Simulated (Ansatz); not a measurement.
Relaxed Zn (hcp, Mg type):

```xyz
2
Lattice="2.6222 0.0000 0.0000 -1.3111 2.2709 0.0000 0.0000 0.0000 5.1932" Properties=species:S:1:pos:R:3 pbc="T T T"
Zn     0.0000     1.5139     3.8949
Zn     1.3111     0.7570     1.2983
```

A phonon eigenvector at Γ is frozen into this cell: atom i moves by Q times the vector below, so Q is the largest atomic displacement, in Å. The cell is held.

```tsv
atom	x	y	z
Zn1	0.000	0.000	-1.000
Zn2	0.000	0.000	1.000
```

The numbers are results of PBE (plane waves to 420 eV, PAW, scalar-relativistic; Ansatz, an electronic-structure program), not measurements. k mesh 20×20×9 (Γ-centred), Fermi-Dirac smearing 0.05 eV. The energy includes the smearing's −TS. Stress and pressure are positive under compression. With partly filled bands, energies and forces of such displacements shift with the k mesh and the smearing. The PAW data are Ansatz's earlier set. Zn was relaxed with its symmetry unable to fall. The zero of ΔE is the undisplaced structure.

```
Q (Å)   ΔE (meV/cell)  −dE/dQ from forces (eV/Å)  P (GPa)
------  -------------  -------------------------  -------
-0.180            122                      1.527      2.9
-0.150             81                      1.192      2.0
-0.120             50                      0.894      1.2
-0.090             27                      0.630      0.7
-0.060             12                      0.397      0.3
-0.030              3                      0.190      0.1
0.000               0                      0.000      0.0
0.030               3                     -0.190      0.1
0.060              12                     -0.397      0.3
0.090              27                     -0.630      0.7
0.120              50                     -0.894      1.2
0.150              81                     -1.192      2.0
0.180             122                     -1.527      2.9
```

Key numbers:

The energy at Q = 0.180 Å is 122 meV/cell. Space group of the distorted cell: P-3m1 (No. 164), lowered from P6_3/mmc. Symmetry of the curve: even: the same for both signs. Shape of the curve: a single well with its minimum at or next to zero displacement. Harmonic wavenumber from the curvature (finite differences): 114 cm⁻¹. Wavenumber by perturbation theory (DFPT, on another k mesh): 114 cm⁻¹.

The 13 points together took about 110 core-seconds (a rough figure).

(A displaced cell: forces are minus the slopes of the energy, force constants its curvatures, and phonons follow from these.)
